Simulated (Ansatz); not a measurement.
Ba3MgTa2O9 in space group P-3m1 (No. 164; Pearson symbol hP15), PBEsol in the plane-wave PAW code Ansatz. The conduction-band minimum lies at Γ, with 1 equivalent valley. Second derivatives d²E/dk² of the lowest band at one valley (eV·Å²), along Cartesian directions:

```csv
direction,d²E/dk²
[100],12.97
[010],12.97
[001],8.432
[110],12.97
[101],10.69
[011],10.70
```

Q: Find the principal effective masses, the density-of-states mass and the conductivity mass.

A: Off-diagonal terms follow from H_xy = H[110] − (H_xx + H_yy)/2, and m*/mₑ = 7.620 eV·Å² over each eigenvalue: 0.59, 0.59, 0.90. One valley's DOS mass (m₁m₂m₃)^(1/3) = 0.68, conductivity mass 3/(Σ 1/mᵢ) = 0.67 mₑ.

Q: What effective density of states Nc follows at 300 K for parabolic valleys?

A: Nc = 2.509e19 × 1 × (0.68)^(3/2) ≈ 1.4e19 cm⁻³.

The first step of the workflow began from a Materials Project structure, measured or hypothetical; the Crystallography Open Database files this formula in space group No. 164, but the cells were not matched. Whether it is the stable phase at ambient conditions was not checked. The cell was relaxed with PBEsol under the symmetry of its start; whether a distortion lowers the energy is not shown. The run is not spin-polarised. Scalar-relativistic: spin–orbit coupling is off unless named, which matters more the heavier the elements.

Potentials: the later of the program's two PAW sets.

Edges and masses are those of Kohn–Sham bands, whose gap is no quasiparticle gap.
